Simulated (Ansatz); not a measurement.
**Formation energy of LuCd**

```xyz
2
Lattice="3.6071 0.0000 0.0000 0.0000 3.6071 0.0000 0.0000 0.0000 3.6071" Properties=species:S:1:pos:R:3 pbc="T T T"
Lu    1.8035    1.8035    1.8035
Cd    0.0000    0.0000    0.0000
```

The cell comes from a relaxation on PAW files under the same functional, begun from a database entry that needn't be the ground state.

Computed with Ansatz 0.2.0; functional PBEsol, scalar-relativistic. Settings: a Γ-centred 11×11×11 k mesh, Fermi–Dirac smearing of 0.05 eV, no spin polarisation. Methods: LAPW: all electrons, basis error target 0.5 meV/atom; PAW: frozen-core files, cutoff 420 eV; crystal datasets: all electrons, by PAW datasets that the program makes for each cell.

The elements are taken as Cd hcp, Lu hcp, each relaxed on PAW files under the same functional and computed by the same method as the compound; zero-point and thermal terms are left out.

Spin–orbit coupling is left out, which matters for the heavy atoms. The PAW files were made under PBE.

Task: What is the formation energy by LAPW, and how far do the other methods lie from it?

Result: -0.306 eV/atom; PAW +0.2 meV/atom; crystal datasets 0.0 meV/atom. The compound is bound against these elements; other compounds of the system weren't compared.

Task: Give the LAPW value for one formula unit in kJ/mol.

Result: -0.306 eV/atom × 2 atoms × 96.485 kJ/(mol·eV) = -59.0 kJ/mol, at zero temperature and without zero-point motion.
